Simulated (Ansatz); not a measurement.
# SnO₂: frozen-core PAW against all-electron methods

```
CELL_PARAMETERS angstrom
4.73735 0.00000 0.00000
0.00000 4.73735 0.00000
0.00000 0.00000 3.18640
ATOMIC_POSITIONS crystal
Sn 0.00000 0.00000 0.00000
Sn 0.50000 0.50000 0.50000
O 0.30562 0.30562 0.00000
O 0.19438 0.80562 0.50000
O 0.69438 0.69438 0.00000
O 0.80562 0.19438 0.50000
```

Atoms are numbered in the order listed.

The cell is a measured one (Crystallography Open Database entry 2101853); the temperature and pressure of the measurement aren't taken into account, and nothing was relaxed.

Spin–orbit coupling is left out, though it moves levels of the heavy atoms by tenths of an eV or more.

All numbers are computed: DFT, LDA, PAW with Ansatz's default frozen-core files, scalar-relativistic (Ansatz 0.2.0); DFT, LDA, all-electron PAW with datasets made for the crystal, scalar-relativistic (Ansatz 0.2.0); DFT, LDA, all-electron LAPW, scalar-relativistic (Ansatz 0.2.0).

For PAW: a Γ-centred 4×4×6 k mesh, Fermi–Dirac smearing of 0.03 eV, cutoff 420 eV, no spin polarisation; the PAW files were made with PBE, and the program remakes their frozen cores for this functional. The crystal-made all-electron datasets (AE datasets) take a cutoff of 460 eV at this cell. LAPW targets a basis error of 1 meV/atom. The Ansatz runs share mesh, smearing and spin set-up. Plane-wave (PAW) pressures include the program's estimate of the Pulay term.

Stress and pressure are positive in compression.

No spin–orbit coupling: at heavy atoms the gradients can be off by tens of per cent for that reason.

Levels count from the top of the valence band.

```
                             quantity     PAW  AE datasets    LAPW
                       pressure (GPa)       ?        -0.91   -0.91
                      stress xx (GPa)   -1.21        -1.11   -1.11
                      stress zz (GPa)       ?        -0.52   -0.52
                force on O3, x (eV/Å)   0.049        0.050   0.050
                        band gap (eV)   1.105        1.110   1.110
       highest filled level at M (eV)  -0.919       -0.919  -0.919
         lowest empty level at M (eV)   4.685        4.688   4.688
       highest filled level at Γ (eV)   0.000        0.000   0.000
         lowest empty level at Γ (eV)   1.105        1.110   1.110
       highest filled level at A (eV)  -0.848       -0.848  -0.848
         lowest empty level at A (eV)   4.624        4.623   4.623
field gradient Vzz at Sn1 (10²¹ V/m²)    5.58         5.69       –
 field gradient Vzz at O3 (10²¹ V/m²)  -10.55            ?       –
```

Q: Give the missing entry: row "pressure (GPa)", column "PAW".

A: -1.02.

Q: What belongs in the row "field gradient Vzz at O3 (10²¹ V/m²)", column "AE datasets"?

A: -10.39.

Q: Fill in "PAW" for the row "stress zz (GPa)".

A: -0.65.
